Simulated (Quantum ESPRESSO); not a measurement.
Field gradients of GaN from the PAW reconstruction of the field gradient on a scalar-relativistic PBE ground state (a modified build of Quantum ESPRESSO, JTH datasets), 25 Ha, k-mesh 8×8×5 through Γ:

```xyz
4
Lattice="3.1889 0.0000 0.0000 -1.5945 2.7617 0.0000 0.0000 0.0000 5.1924" Properties=species:S:1:pos:R:3 pbc="T T T"
Ga     1.5945     0.9206     2.5914
Ga     0.0000     1.8411     5.1876
N      1.5945     0.9206     4.5481
N      0.0000     1.8411     1.9519
```
Geometry: a computed entry of the Materials Project; it was not checked against measured cells. It is GaN in P6₃mc. Stability against distortions was not tested.

Vzz is the sum of three terms, each taken along its main axis: the smooth valence density, the ions (nucleus and frozen core) with the augmentation charges of all other spheres, and the all-electron minus smooth density in the atom's own sphere. The split hangs on the datasets.  Cores are frozen. Against all-electron runs on small test molecules, this scheme's |Vzz| missed by −8 % on Ga.

```tsv
site	smooth valence density	ions and other spheres	own sphere	Vzz (a.u.)
Ga (atoms 1, 2)	-0.002	0.003	[?]	[?]
```

Fill in the missing entries.


- Ga (atoms 1, 2), own sphere: 0.049
- Ga (atoms 1, 2), Vzz (a.u.): 0.050
